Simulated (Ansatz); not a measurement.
A crystal relaxed with r2SCAN in Ansatz has space group I-42m (No. 121) and a = 3.950 Å, c = 7.843 Å.

| atom | site | x | y | z |
| --- | --- | --- | --- | --- |
| N | 4d | 0.5000 | 0.0000 | 0.2500 |
| Xx | 8i | 0.2828 | 0.7172 | 0.1361 |
| N | 2b | 0.5000 | 0.5000 | 0.0000 |
| As | 2a | 0.0000 | 0.0000 | 0.0000 |

r2SCAN gives a direct gap of 2.25 eV at Γ. With HSE06 the gap is 2.93 eV and direct, at Γ. The PBE gap is direct at Γ: 1.89 eV. Meshes: r2SCAN 10×10×10, HSE06 6×6×6, PBE 10×10×10. r2SCAN's ε∞ is 6.0 in all directions.

Problem. Which element is Xx?
A. In
B. Tl
C. B
D. Al

Solution. C. Xx is B: B₄AsN₃ as one 8-atom ordering (I-42m) on the zincblende lattice. N is surrounded by 4 B at 1.67 Å; B is surrounded by 3 N at 1.62–1.67 Å and 1 As at 1.91 Å; N is surrounded by 4 B at 1.62 Å; As is surrounded by 4 B at 1.91 Å.

The cell comes from a prototype generator: it can be a known phase or a hypothetical one. Spin polarisation is off.

The runs are scalar-relativistic, without spin-orbit coupling.
